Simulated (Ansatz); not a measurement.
Method: r2SCAN, no spin polarisation; PAW, plane waves to 500 eV, 5×5×4 Γ-centred mesh, fermi-dirac occupations (width 0.1 eV) (Ansatz 0.2.0), atoms fixed.

Computed maps in the lattice plane spanned by b (left to right, 5.63 Å, 17 points from zero) and c (bottom to top, 7.65 Å, 23 points from zero), 69° apart, at height 0.716 along a. The fields are smooth PAW ones with compensation charges, not the true ones near nuclei.

Valence density. Digits on a logarithmic scale: 0 up to 0.03 e/Å³, each further digit a factor of 1.6, 9 from 1.3 e/Å³ up:
```
22357999630001232
12234676520000001
23323444310000000
23433455321100000
23444566543333100
12344678755666421
12233578765799752
22233457765899974
33455445544699985
34678754323479975
34799985311245654
23699997410012332
02589998520000000
00258997520000000
00025675410000000
00002343311121000
00000123323455420
10112223334688752
22345433334799985
43478864334699997
54589996422589998
54599999521258997
33479999630024665
```

ELF. Ten even steps from '0' (0.00) to '9' (0.84):
```
00038999830001220
00002677520000000
12100000000000000
24300121000000000
14410378610244100
01210499930588610
00000289940699950
00000048940699982
00133102520599993
00389840000389983
00598995000057861
00597699400013420
00499799610000000
00169999610000000
00025786200000000
00000110000022000
00000000000367510
00000000100599961
00145300100699994
10279961000697797
10399997100399898
10288589600179997
10179789820026774
```

Problem. The cell is SrPdF₅. Which atoms lie within 0.2 Å of this plane, and where (fractions of b and c)?

Solution. F at (0.80, 0.12), F at (0.30, 0.03), F at (0.28, 0.47). The whole cell:
```xyz
14
Lattice="4.5717 3.2857 0.0000 4.5717 -3.2857 0.0000 3.3350 0.0000 -6.8834" Properties=species:S:1:pos:R:3 pbc="T T T"
Pd    0.0000    0.0000    0.0000
Pd    1.6675    0.0000   -3.4417
F     7.4566   -0.1511   -0.8081
F     3.3543   -0.1511   -2.6336
F     5.0217    0.1511   -6.0753
F     9.1241    0.1511   -4.2498
Sr    7.0729    0.2799   -5.1626
Sr    5.4054   -0.2799   -1.7209
F     4.7574    1.3577   -0.2003
F     6.0534    1.3577   -3.2414
F     7.7209   -1.3577   -6.6831
F     6.4249   -1.3577   -3.6420
F     7.0729    2.8119   -5.1626
F     5.4054   -2.8119   -1.7209
```

Origin: a known structure type with other elements, at an estimated volume, so it need not be a known compound. Caveats: atoms or cell far from equilibrium.
